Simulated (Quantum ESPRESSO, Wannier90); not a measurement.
## Tight-binding from DFT: InP (zinc blende)

Structure: Materials Project mp-20351, symmetrised, not relaxed again. COD (Crystallography Open Database) has an entry of this formula and space group (matched by these alone). Computed values, not measurements, from LDA: Quantum ESPRESSO (norm-conserving PseudoDojo potentials, cutoff 56 Ry, no spin polarisation, no spin-orbit coupling) on a Γ-centred 10×10×10 mesh, then Wannier90. Density: 10×10×10 mesh, Gaussian smearing 0.01 Ry. Spin-orbit coupling is left out although heavy elements are present.

On the energy scale of pw.x, whose zero is arbitrary, the valence-band maximum lies at 6.60 eV.

Input w.win:

```
num_bands = 15
num_wann = 8
exclude_bands = 1-5
num_iter = 800
conv_tol = 1.0e-6
conv_window = 4
dis_num_iter = 1000
dis_conv_tol = 1.0e-6
dis_froz_max = 8.47
dis_mix_ratio = 1.0
write_hr = true
write_u_matrices = true
begin projections
f=0.00346,0.01166,-0.00403: s;p
f=-0.25670,-0.24663,-0.25895: s;p
end projections
begin unit_cell_cart
ang
    0.0000000000    2.9519750000    2.9519750000
    2.9519750000    0.0000000000    2.9519750000
    2.9519750000    2.9519750000    0.0000000000
end unit_cell_cart
begin atoms_frac
In   0.0000000000  0.0000000000  0.0000000000
P   -0.2500000000 -0.2500000000 -0.2500000000
end atoms_frac
mp_grid = 10 10 10
begin kpoints
0.0000000000 0.0000000000 0.0000000000
0.0000000000 0.0000000000 0.1000000000
0.0000000000 0.0000000000 0.2000000000
... (997 more lines: the 10x10x10 mesh through Gamma)
end kpoints
```

Input of pw2wannier90.x that gives the overlap and projection files (equivalent; here they were cut from one run over all bands):

```
&inputpp
  outdir = './out'
  prefix = 'pwscf'
  seedname = 'w'
  write_amn = .true.
  write_mmn = .true.
/
```

Output w.wout (banner and timings cut):

```
                                    ------
                                    SYSTEM
                                    ------

                              Lattice Vectors (Ang)
                    a_1     0.000000   2.951975   2.951975
                    a_2     2.951975   0.000000   2.951975
                    a_3     2.951975   2.951975   0.000000

                   Unit Cell Volume:      51.44794  (Ang^3)

                        Reciprocal-Space Vectors (Ang^-1)
                    b_1    -1.064234   1.064234   1.064234
                    b_2     1.064234  -1.064234   1.064234
                    b_3     1.064234   1.064234  -1.064234

 *----------------------------------------------------------------------------*
 |   Site       Fractional Coordinate          Cartesian Coordinate (Ang)     |
 +----------------------------------------------------------------------------+
 | in   1   0.00000   0.00000   0.00000   |    0.00000   0.00000   0.00000    |
 | p    1  -0.25000  -0.25000  -0.25000   |   -1.47599  -1.47599  -1.47599    |
 *----------------------------------------------------------------------------*
                                ------------
                                K-POINT GRID
                                ------------

             Grid size = 10 x 10 x 10      Total points = 1000

 *---------------------------------- MAIN ------------------------------------*
 |  Number of Wannier Functions               :                 8             |
 |  Number of Objective Wannier Functions     :                 8             |
 |  Number of input Bloch states              :                15             |
 |  Output verbosity (1=low, 5=high)          :                 1             |
 |  Timing Level (1=low, 5=high)              :                 1             |
 |  Optimisation (0=memory, 3=speed)          :                 3             |
 |  Length Unit                               :               Ang             |
 |  Post-processing setup (write *.nnkp)      :                 F             |
 |  Using Gamma-only branch of algorithms     :                 F             |
 *----------------------------------------------------------------------------*
 *------------------------------- WANNIERISE ---------------------------------*
 |  Total number of iterations                :               800             |
 |  Number of CG steps before reset           :                 5             |
 |  Trial step length for line search         :             2.000             |
 |  Convergence tolerence                     :         0.100E-05             |
 |  Convergence window                        :                 4             |
 |  Iterations between writing output         :                 1             |
 |  Iterations between backing up to disk     :               100             |
 |  Write r^2_nm to file                      :                 F             |
 |  Write xyz WF centres to file              :                 F             |
 |  Write on-site energies <0n|H|0n> to file  :                 F             |
 |  Use guiding centre to control phases      :                 F             |
 |  Use phases for initial projections        :                 F             |
 *----------------------------------------------------------------------------*
 *------------------------------- DISENTANGLE --------------------------------*
 |  Using band disentanglement                :                 T             |
 |  Total number of iterations                :              1000             |
 |  Mixing ratio                              :             1.000             |
 |  Convergence tolerence                     :         1.000E-06             |
 |  Convergence window                        :                 3             |
 *----------------------------------------------------------------------------*
 *-------------------------------- PLOTTING ----------------------------------*
 |  Plotting Hamiltonian in WF basis          :                 T             |
 *----------------------------------------------------------------------------*

       ... (k-mesh section left out)

 Starting a new Wannier90 calculation ...

 Reading overlaps from w.mmn

 Reading projections from w.amn

 *------------------------------- DISENTANGLE --------------------------------*
 +----------------------------------------------------------------------------+
 |                              Energy  Windows                               |
 |                              ---------------                               |
 |                   Outer:   -4.80471  to   24.37308  (eV)                   |
 |                   Inner:   -4.80471  to    8.47000  (eV)                   |
 +----------------------------------------------------------------------------+
   Number of target bands to extract:    8

                   Unitarised projection of Wannier functions
                   ------------------------------------------
   A_mn = <psi_m|g_n> --> S = A.A^+ --> U = S^-1/2.A
   In dis_project... done
   Using an inner window (linner = T)
   In dis_proj_froz... done

                   Extraction of optimally-connected subspace
                   ------------------------------------------
 +---------------------------------------------------------------------+<-- DIS
 |  Iter     Omega_I(i-1)      Omega_I(i)      Delta (frac.)           |<-- DIS
 +---------------------------------------------------------------------+<-- DIS
       1      18.40115685      16.13282236       1.406E-01    <-- DIS
       2      15.74237162      14.87179990       5.854E-02    <-- DIS
       3      14.65512460      14.13076982       3.711E-02    <-- DIS
       4      13.98595674      13.62210206       2.671E-02    <-- DIS
       5      13.51687818      13.24682194       2.039E-02    <-- DIS
       6      13.16665222      12.95827207       1.608E-02    <-- DIS
       ... (lines left out)
     101      11.56957594      11.56956358       1.068E-06    <-- DIS
       ... (lines left out)
     103      11.56952911      11.56951823       9.411E-07    <-- DIS
     104      11.56950763      11.56949740       8.838E-07    <-- DIS
     105      11.56948731      11.56947771       8.304E-07    <-- DIS

             <<<      Delta < 1.000E-06  over  3 iterations     >>>
             <<< Disentanglement convergence criteria satisfied >>>

        Final Omega_I    11.56947771 (Ang^2)

 +----------------------------------------------------------------------------+

 Writing checkpoint file w.chk... done

 *------------------------------- WANNIERISE ---------------------------------*
 +--------------------------------------------------------------------+<-- CONV
 | Iter  Delta Spread     RMS Gradient      Spread (Ang^2)            |<-- CONV
 +--------------------------------------------------------------------+<-- CONV

 ------------------------------------------------------------------------------
 Initial State
  WF centre and spread    1  (  0.024165,  0.003974,  0.045110 )     2.25406269
  WF centre and spread    2  (  0.000500,  0.001297, -0.043114 )     3.03669337
  WF centre and spread    3  ( -0.021402,  0.001212, -0.000092 )     3.03341167
  WF centre and spread    4  (  0.000122,  0.003444, -0.000267 )     3.03693529
  WF centre and spread    5  ( -1.491395, -1.519816, -1.484890 )     1.49761436
  WF centre and spread    6  ( -1.477763, -1.481408, -1.468108 )     1.70409274
  WF centre and spread    7  ( -1.462606, -1.481409, -1.476832 )     1.70629067
  WF centre and spread    8  ( -1.477828, -1.437892, -1.476861 )     1.70253276
  Sum of centres and spreads ( -5.906208, -5.910598, -5.905053 )    17.97163354

      0     0.180E+02     0.0000000000       17.9716335446  <-- CONV
        O_D=      0.0292348 O_OD=      6.3729210 O_TOT=     17.9716335 <-- SPRD
 ------------------------------------------------------------------------------
      1    -0.683E-01     0.1268090119       17.9033266825  <-- CONV
        O_D=      0.0314944 O_OD=      6.3023546 O_TOT=     17.9033267 <-- SPRD
      2    -0.125E+00     0.1600474647       17.7786425038  <-- CONV
        O_D=      0.0376627 O_OD=      6.1715021 O_TOT=     17.7786425 <-- SPRD
      3    -0.880E-01     0.2033636716       17.6906092192  <-- CONV
        O_D=      0.0363947 O_OD=      6.0847368 O_TOT=     17.6906092 <-- SPRD
      4    -0.531E-01     0.1502484502       17.6374618539  <-- CONV
        O_D=      0.0348163 O_OD=      6.0331679 O_TOT=     17.6374619 <-- SPRD
      5    -0.285E-01     0.1158178040       17.6089324432  <-- CONV
        O_D=      0.0340347 O_OD=      6.0054201 O_TOT=     17.6089324 <-- SPRD
       ... (lines left out)
    100    -0.825E-02     0.0538606972       14.8120250208  <-- CONV
        O_D=      0.0224812 O_OD=      3.2200661 O_TOT=     14.8120250 <-- SPRD
       ... (lines left out)
    200    -0.122E-01     0.0686686742       13.9647131010  <-- CONV
        O_D=      0.0244878 O_OD=      2.3707476 O_TOT=     13.9647131 <-- SPRD
       ... (lines left out)
    300    -0.131E-02     0.0204115685       13.7690135101  <-- CONV
        O_D=      0.0237487 O_OD=      2.1757871 O_TOT=     13.7690135 <-- SPRD
       ... (lines left out)
    400    -0.246E-02     0.0292533075       13.4640579485  <-- CONV
        O_D=      0.0239634 O_OD=      1.8706168 O_TOT=     13.4640579 <-- SPRD
       ... (lines left out)
    500    -0.133E-03     0.0071506382       13.3814961978  <-- CONV
        O_D=      0.0238260 O_OD=      1.7881925 O_TOT=     13.3814962 <-- SPRD
       ... (lines left out)
    600    -0.333E-05     0.0010802360       13.3782566337  <-- CONV
        O_D=      0.0238273 O_OD=      1.7849516 O_TOT=     13.3782566 <-- SPRD
       ... (lines left out)
    639    -0.820E-06     0.0004429742       13.3781676718  <-- CONV
        O_D=      0.0238252 O_OD=      1.7848648 O_TOT=     13.3781677 <-- SPRD
    640    -0.877E-06     0.0005948697       13.3781667949  <-- CONV
        O_D=      0.0238246 O_OD=      1.7848645 O_TOT=     13.3781668 <-- SPRD
    641    -0.678E-06     0.0004790256       13.3781661167  <-- CONV
        O_D=      0.0238242 O_OD=      1.7848642 O_TOT=     13.3781661 <-- SPRD
             <<<     Delta < 1.000E-06  over  4 iterations     >>>
             <<< Wannierisation convergence criteria satisfied >>>
 Final State
  WF centre and spread    1  (  0.483277,  0.483534,  0.483410 )     2.02800544
  WF centre and spread    2  (  0.484211, -0.483468, -0.483780 )     2.02642046
  WF centre and spread    3  ( -0.483753, -0.483559,  0.484358 )     2.02547571
  WF centre and spread    4  ( -0.483322,  0.484207, -0.483375 )     2.02890664
  WF centre and spread    5  ( -1.830188, -1.831264, -1.830147 )     1.31705425
  WF centre and spread    6  ( -1.123992, -1.831538, -1.121363 )     1.31801913
  WF centre and spread    7  ( -1.121484, -1.124686, -1.830393 )     1.31704592
  WF centre and spread    8  ( -1.830495, -1.122352, -1.123566 )     1.31723856
  Sum of centres and spreads ( -5.905746, -5.909127, -5.904856 )    13.37816612

         Spreads (Ang^2)       Omega I      =    11.569477707
        ================       Omega D      =     0.023824176
                               Omega OD     =     1.784864233
    Final Spread (Ang^2)       Omega Total  =    13.378166117
```
